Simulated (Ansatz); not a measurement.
Relaxed-ion elastic tensor of NbIr3 (Cu3Au type, Pm-3m) in GPa (Voigt order), plane-wave PAW PBEsol (Ansatz code); density 19.01 g/cm³, 14.62 Å³ per atom.

```
569  233  233  0.0  0.0  0.0
233  569  233  0.0  0.0  0.0
233  233  569  0.0  0.0  0.0
0.0  0.0  0.0  270  0.0  0.0
0.0  0.0  0.0  0.0  270  0.0
0.0  0.0  0.0  0.0  0.0  270
```

Problem. Is the crystal mechanically stable?

Solution. Yes: the smallest eigenvalue of C is 270 GPa.

Problem. Work out the Voigt, Reuss and Hill averages.

Solution. K_V = 345, K_R = 345, K_H = 345; G_V = 229, G_R = 217, G_H = 223 GPa.

Problem. Give Young's modulus, Poisson's ratio, Pugh's ratio and the universal anisotropy index.

Solution. E = 9KG/(3K + G) = 551 GPa; ν = 0.23; K/G = 1.54 (brittle by the Pugh limit of 1.75); A_U = 5G_V/G_R + K_V/K_R − 6 = 0.28.

Problem. Estimate the sound speeds and the Debye temperature.

Solution. v_l = √((K + 4G/3)/ρ) = 5820 m/s, v_t = √(G/ρ) = 3430 m/s, mean 3800 m/s; Θ = (h/k)(3n/4πV)^(1/3) v_m = 463 K.

Problem. Give the Zener ratio and Young's modulus along [100], [110] and [111].

Solution. A = 2C44/(C11 − C12) = 1.61; 1/E = S11 − 2(S11 − S12 − S44/2)Γ with Γ = 0, 1/4, 1/3 gives 434, 574, 643 GPa.

Problem. Solve the Christoffel equation for the three sound speeds along [100], [110], [111].

Solution. Eigenvalues of C_ijkl n_j n_l equal ρv². In km/s, slowest first: [100] 3.77, 3.77, 5.47; [110] 2.97, 3.77, 5.94; [111] 3.26, 3.26, 6.09.

The workflow started from an entry of the Crystallography Open Database (COD). Its standing as an ambient phase is unchecked. The cell was relaxed with PBEsol under the symmetry of its start; whether a distortion lowers the energy is not shown. The run is not spin-polarised. As this level gives no gap, shear constants depend on the k-mesh and smearing (Fermi–Dirac, 0.1 eV here). Spin–orbit coupling is left out wherever it is not named.

Potentials: the later of the program's two PAW sets.
